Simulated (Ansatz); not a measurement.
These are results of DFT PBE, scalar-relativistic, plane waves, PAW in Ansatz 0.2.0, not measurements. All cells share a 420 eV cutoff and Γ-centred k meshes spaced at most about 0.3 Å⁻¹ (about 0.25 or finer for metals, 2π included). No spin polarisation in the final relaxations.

Each of these unrelaxed guesses is relaxed in cell and atoms within its symmetry. A guess keeps its type if space group and coordination stay and the shape of the cell changes little (axis ratios within about 15 %, angles within 6°); the volume may change.

1. Sc4GeSe

```cif
data_structure
_symmetry_space_group_name_H-M 'I422'
_symmetry_Int_Tables_number 97
_cell_length_a 6.8431
_cell_length_b 6.8431
_cell_length_c 5.4703
_cell_angle_alpha 90.000
_cell_angle_beta 90.000
_cell_angle_gamma 90.000
_cell_volume 256.16
loop_
_atom_site_label
_atom_site_type_symbol
_atom_site_symmetry_multiplicity
_atom_site_Wyckoff_symbol
_atom_site_fract_x
_atom_site_fract_y
_atom_site_fract_z
_atom_site_occupancy
Sc1 Sc 8 j 0.16018 0.66018 0.75000 1
Ge1 Ge 2 b 0.00000 0.00000 0.50000 1
Se1 Se 2 a 0.00000 0.00000 0.00000 1
```

2. BaTa3O2

```cif
data_structure
_symmetry_space_group_name_H-M 'R-3m:H'
_symmetry_Int_Tables_number 166
_cell_length_a 5.6198
_cell_length_b 5.6198
_cell_length_c 12.9247
_cell_angle_alpha 90.000
_cell_angle_beta 90.000
_cell_angle_gamma 120.000
_cell_volume 353.50
loop_
_atom_site_label
_atom_site_type_symbol
_atom_site_symmetry_multiplicity
_atom_site_Wyckoff_symbol
_atom_site_fract_x
_atom_site_fract_y
_atom_site_fract_z
_atom_site_occupancy
Ba1 Ba 3 a 0.00000 0.00000 0.00000 1
Ta1 Ta 9 d 0.83333 0.16667 0.16667 1
O1 O 6 c 0.33333 0.66667 0.29254 1
```

Question: Which guesses survive the relaxation?

Answer: Guess 1 keeps its type.

```tsv
guess	kept	start group	end group	V start (Å³/atom)	V end	b/a and c/a, end over start	nearest neighbours start	nearest neighbours end
1	yes	I422	I422	21.3	20.8	1.00, 1.05	Ge 10, Sc 7, Se 10	Ge 10, Sc 7, Se 10
2	no	R-3m	R-3m	19.6	26.7	1.00, 1.56	Ba 6, O 16, Ta 6	Ba 12, O 3, Ta 2
```

Neighbours count within 15 % of an atom's shortest distance; end groups are read at 0.02 Å (0.05 Å in metals).

Spin–orbit coupling, which can matter for Ta, is left out. In BaTa3O2 R-3m an odd number of electrons in the primitive cell allows no gap without spin; a larger cell or a magnetic state could open one. A magnetic state wasn't ruled out in cells without spin, among them Sc4GeSe I422. Cells relaxed within their symmetry can be saddle points.
